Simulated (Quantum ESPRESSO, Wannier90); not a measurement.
**Wannierisation of Te (Pmc2₁)**

Cell from Materials Project (mp-1178952), symmetrised, no further relaxation. Not found in the COD (Crystallography Open Database) copy used, which has the formula in other groups; not checked further. Computed values, not measurements, from PBEsol: Quantum ESPRESSO (norm-conserving PseudoDojo potentials, cutoff 64 Ry, spinors with spin-orbit coupling) on a Γ-centred 6×4×4 mesh, then Wannier90. Density: 10×8×4 mesh, cold smearing 0.01 Ry. With spin-orbit coupling a semilocal functional can close or falsely invert a small gap; the band order was not checked against a better method.

On the energy scale of pw.x, whose zero is arbitrary, the Fermi level lies at 9.15 eV.

Input w.win:

```
num_bands = 16
num_wann = 16
exclude_bands = 17-92
spinors = true
num_iter = 1000
conv_tol = 1.0e-6
conv_window = 4
write_hr = true
write_u_matrices = true
auto_projections = true
begin unit_cell_cart
ang
    3.1307700000    0.0000000000    0.0000000000
    0.0000000000    4.7429100000    0.0000000000
    0.0000000000    0.0000000000    8.9856100000
end unit_cell_cart
begin atoms_frac
Te   0.5000000000 -0.4547300000 -0.2391900000
Te   0.5000000000  0.4547300000  0.2608100000
Te   0.5000000000 -0.0125300000  0.0091900000
Te   0.5000000000  0.0125300000 -0.4908100000
end atoms_frac
mp_grid = 6 4 4
begin kpoints
0.0000000000 0.0000000000 0.0000000000
0.0000000000 0.0000000000 0.2500000000
0.0000000000 0.0000000000 0.5000000000
... (93 more lines: the 6x4x4 mesh through Gamma)
end kpoints
```

Input of pw2wannier90.x that gives the overlap and projection files (equivalent; here they were cut from one run over all bands):

```
&inputpp
  outdir = './out'
  prefix = 'pwscf'
  seedname = 'w'
  write_amn = .true.
  write_mmn = .true.
  scdm_proj = .true.
  scdm_entanglement = 'isolated'
/
```

Output w.wout (banner and timings cut):

```
                                    ------
                                    SYSTEM
                                    ------

                              Lattice Vectors (Ang)
                    a_1     3.130770   0.000000   0.000000
                    a_2     0.000000   4.742910   0.000000
                    a_3     0.000000   0.000000   8.985610

                   Unit Cell Volume:     133.42697  (Ang^3)

                        Reciprocal-Space Vectors (Ang^-1)
                    b_1     2.006914   0.000000   0.000000
                    b_2     0.000000   1.324753   0.000000
                    b_3     0.000000   0.000000   0.699250

 *----------------------------------------------------------------------------*
 |   Site       Fractional Coordinate          Cartesian Coordinate (Ang)     |
 +----------------------------------------------------------------------------+
 | te   1   0.50000  -0.45473  -0.23919   |    1.56539  -2.15674  -2.14927    |
 | te   2   0.50000   0.45473   0.26081   |    1.56539   2.15674   2.34354    |
 | te   3   0.50000  -0.01253   0.00919   |    1.56539  -0.05943   0.08258    |
 | te   4   0.50000   0.01253  -0.49081   |    1.56539   0.05943  -4.41023    |
 *----------------------------------------------------------------------------*
                                ------------
                                K-POINT GRID
                                ------------

             Grid size =  6 x  4 x  4      Total points =   96

 *---------------------------------- MAIN ------------------------------------*
 |  Number of Wannier Functions               :                16             |
 |  Number of Objective Wannier Functions     :                16             |
 |  Number of input Bloch states              :                16             |
 |  Output verbosity (1=low, 5=high)          :                 1             |
 |  Timing Level (1=low, 5=high)              :                 1             |
 |  Optimisation (0=memory, 3=speed)          :                 3             |
 |  Length Unit                               :               Ang             |
 |  Post-processing setup (write *.nnkp)      :                 F             |
 |  Using Gamma-only branch of algorithms     :                 F             |
 *----------------------------------------------------------------------------*
 *------------------------------- WANNIERISE ---------------------------------*
 |  Total number of iterations                :              1000             |
 |  Number of CG steps before reset           :                 5             |
 |  Trial step length for line search         :             2.000             |
 |  Convergence tolerence                     :         0.100E-05             |
 |  Convergence window                        :                 4             |
 |  Iterations between writing output         :                 1             |
 |  Iterations between backing up to disk     :               100             |
 |  Write r^2_nm to file                      :                 F             |
 |  Write xyz WF centres to file              :                 F             |
 |  Write on-site energies <0n|H|0n> to file  :                 F             |
 |  Use guiding centre to control phases      :                 F             |
 |  Use phases for initial projections        :                 F             |
 *----------------------------------------------------------------------------*
 *-------------------------------- PLOTTING ----------------------------------*
 |  Plotting Hamiltonian in WF basis          :                 T             |
 *----------------------------------------------------------------------------*

       ... (k-mesh section left out)

 Starting a new Wannier90 calculation ...

 Reading overlaps from w.mmn

 Reading projections from w.amn

 *------------------------------- WANNIERISE ---------------------------------*
 +--------------------------------------------------------------------+<-- CONV
 | Iter  Delta Spread     RMS Gradient      Spread (Ang^2)            |<-- CONV
 +--------------------------------------------------------------------+<-- CONV

 ------------------------------------------------------------------------------
 Initial State
  WF centre and spread    1  ( -1.565364, -0.059617,  0.082512 )     0.33423819
  WF centre and spread    2  (  1.565364,  0.059617, -4.410293 )     0.33423819
  WF centre and spread    3  ( -1.565342,  2.156067,  2.343469 )     0.33446887
  WF centre and spread    4  (  1.565342, -2.156067, -2.149336 )     0.33446887
  WF centre and spread    5  (  1.565384, -2.156003, -2.149181 )     0.33442086
  WF centre and spread    6  ( -1.565384,  2.156003,  2.343624 )     0.33442086
  WF centre and spread    7  ( -1.565410, -0.059667,  0.082419 )     0.33425866
  WF centre and spread    8  (  1.565410,  0.059667, -4.410386 )     0.33425866
  WF centre and spread    9  (  1.565432, -0.059719,  0.082339 )     0.33463421
  WF centre and spread   10  ( -1.565432,  0.059719, -4.410466 )     0.33463421
  WF centre and spread   11  ( -1.565469, -2.155880, -2.148958 )     0.33454705
  WF centre and spread   12  (  1.565469,  2.155880,  2.343847 )     0.33454705
  WF centre and spread   13  (  1.565255,  2.155601,  2.343945 )     0.33445409
  WF centre and spread   14  ( -1.565255, -2.155601, -2.148860 )     0.33445409
  WF centre and spread   15  ( -1.565340,  0.059838,  4.575107 )     0.33462401
  WF centre and spread   16  (  1.565340, -0.059838,  0.082302 )     0.33462401
  Sum of centres and spreads ( -0.000000,  0.000000, -7.547918 )     5.35129190

      0     0.535E+01     0.0000000000        5.3512918805  <-- CONV
        O_D=      0.0004288 O_OD=      0.0042619 O_TOT=      5.3512919 <-- SPRD
 ------------------------------------------------------------------------------
      1    -0.180E-02     0.0355820922        5.3494871018  <-- CONV
        O_D=      0.0001308 O_OD=      0.0027551 O_TOT=      5.3494871 <-- SPRD
      2    -0.688E-03     0.0639050688        5.3487994609  <-- CONV
        O_D=      0.0000856 O_OD=      0.0021127 O_TOT=      5.3487995 <-- SPRD
      3    -0.164E-03     0.0202076367        5.3486355416  <-- CONV
        O_D=      0.0000619 O_OD=      0.0019725 O_TOT=      5.3486355 <-- SPRD
      4    -0.247E-03     0.0206296063        5.3483880469  <-- CONV
        O_D=      0.0000197 O_OD=      0.0017672 O_TOT=      5.3483880 <-- SPRD
      5    -0.141E-03     0.0212682482        5.3482470533  <-- CONV
        O_D=      0.0000034 O_OD=      0.0016424 O_TOT=      5.3482471 <-- SPRD
       ... (lines left out)
     10    -0.190E-06     0.0007879431        5.3482086861  <-- CONV
        O_D=      0.0000006 O_OD=      0.0016069 O_TOT=      5.3482087 <-- SPRD
     11    -0.117E-06     0.0005376178        5.3482085691  <-- CONV
        O_D=      0.0000006 O_OD=      0.0016068 O_TOT=      5.3482086 <-- SPRD
     12    -0.865E-07     0.0004587505        5.3482084825  <-- CONV
        O_D=      0.0000006 O_OD=      0.0016067 O_TOT=      5.3482085 <-- SPRD
             <<<     Delta < 1.000E-06  over  4 iterations     >>>
             <<< Wannierisation convergence criteria satisfied >>>
 Final State
  WF centre and spread    1  ( -1.565363, -0.059609,  0.082516 )     0.33395779
  WF centre and spread    2  (  1.565363,  0.059609, -4.410289 )     0.33395779
  WF centre and spread    3  ( -1.565342,  2.156094,  2.343474 )     0.33412221
  WF centre and spread    4  (  1.565342, -2.156094, -2.149331 )     0.33412221
  WF centre and spread    5  (  1.565384, -2.156010, -2.149183 )     0.33435449
  WF centre and spread    6  ( -1.565384,  2.156010,  2.343622 )     0.33435449
  WF centre and spread    7  ( -1.565410, -0.059667,  0.082420 )     0.33418318
  WF centre and spread    8  (  1.565410,  0.059667, -4.410385 )     0.33418318
  WF centre and spread    9  (  1.565432, -0.059716,  0.082342 )     0.33449787
  WF centre and spread   10  ( -1.565432,  0.059716, -4.410463 )     0.33449787
  WF centre and spread   11  ( -1.565470, -2.155895, -2.148965 )     0.33442883
  WF centre and spread   12  (  1.565470,  2.155895,  2.343840 )     0.33442883
  WF centre and spread   13  (  1.565256,  2.155634,  2.343919 )     0.33420010
  WF centre and spread   14  ( -1.565256, -2.155634, -2.148886 )     0.33420010
  WF centre and spread   15  ( -1.565341,  0.059819,  4.575128 )     0.33435977
  WF centre and spread   16  (  1.565341, -0.059819,  0.082323 )     0.33435977
  Sum of centres and spreads ( -0.000000,  0.000000, -7.547918 )     5.34820850

         Spreads (Ang^2)       Omega I      =     5.346601167
        ================       Omega D      =     0.000000606
                               Omega OD     =     0.001606710
    Final Spread (Ang^2)       Omega Total  =     5.348208483
```
